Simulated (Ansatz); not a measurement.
Here is the system:

MgS:
```
MgS
1.0
    0.00000     2.61485     2.61485
    2.61485     0.00000     2.61485
    2.61485     2.61485     0.00000
S Mg
1 1
Direct
  0.00000   0.00000   0.00000
  0.50000   0.50000   0.50000
```

This is the PBE-relaxed structure.

Q: All from DFT-PBE in the program Ansatz with PAW potentials, unless another level is named. Give the electronic dielectric constant ε∞ (DFPT).

A: 5.41.

Q: Predict the Born charges (a third of the trace).

A: S -2.35, Mg +2.35 e.

Q: Predict the static dielectric constant ε0 (ions relaxed, cell fixed).

A: 16.4.

Q: Predict the Bader charges.

A: S -1.67, Mg +1.67 e.

Space group Fm-3m (rock salt). Symmetry was held in the PBE relaxation; phonons on a q-mesh show no instability.

Potentials: the later of the program's two PAW sets.
